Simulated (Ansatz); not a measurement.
Clean, relaxed (110) surface of W, space group Im-3m (No. 229) (top face towards +c; atoms held fixed, by place in the list: 1, 2):

```xyz
4
Lattice="2.7318 0.0000 0.0000 -0.9106 2.5755 0.0000 0.0000 0.0000 23.6914" Properties=species:S:1:pos:R:3 pbc="T T T"
W     0.9106    1.2878    8.5000
W     0.0000    0.0000   10.7305
W     0.9106    1.2878   12.9628
W     0.0000    0.0000   15.1117
```

Theory: DFT PBEsol, scalar-relativistic, plane waves, PAW in Ansatz. Settings: cutoff 420 eV, Γ-centred mesh 11×11×1 on the computed 4-atom cell, Gaussian smearing of 0.10 eV; no spin polarisation. A dipole correction removes the field between periodic images along c.

B (atom) is put at the bridge (W-W) at (0.50, 0.00) site, one adsorbate per 7.0 Å², and relaxed. The adsorption energy is E(slab + adsorbate) − E(slab) − E(free adsorbate, spin-polarised where open-shell). Heights count from the highest slab atom after relaxation. Bonded neighbours lie within 1.25 times the sum of covalent radii (1.35 for H) and, on that scale, within 12 % of the closest. With the adsorbate the cell is lengthened along c to keep the vacuum.

(1) How strongly does it bind, and where does its anchoring atom end?

(2) How high does its anchoring atom sit over the highest slab atom, and what is the shortest contact with the surface?

(3) The clean face has a work function of 4.90 eV. How does the adsorbate change it?

Each end is the local minimum or symmetric point that its start leads to. The slab is only 6.7 Å thick, so the energies aren't converged with thickness.

The adsorbed runs have no spin polarisation, so weakly bound open-shell ends lie too high.

Answers

(1) -5.09 eV; at (0.50, 0.00), 2 bonded neighbours (W).

(2) 1.68 Å; B–W 2.17 Å.

(3) By +0.17 eV.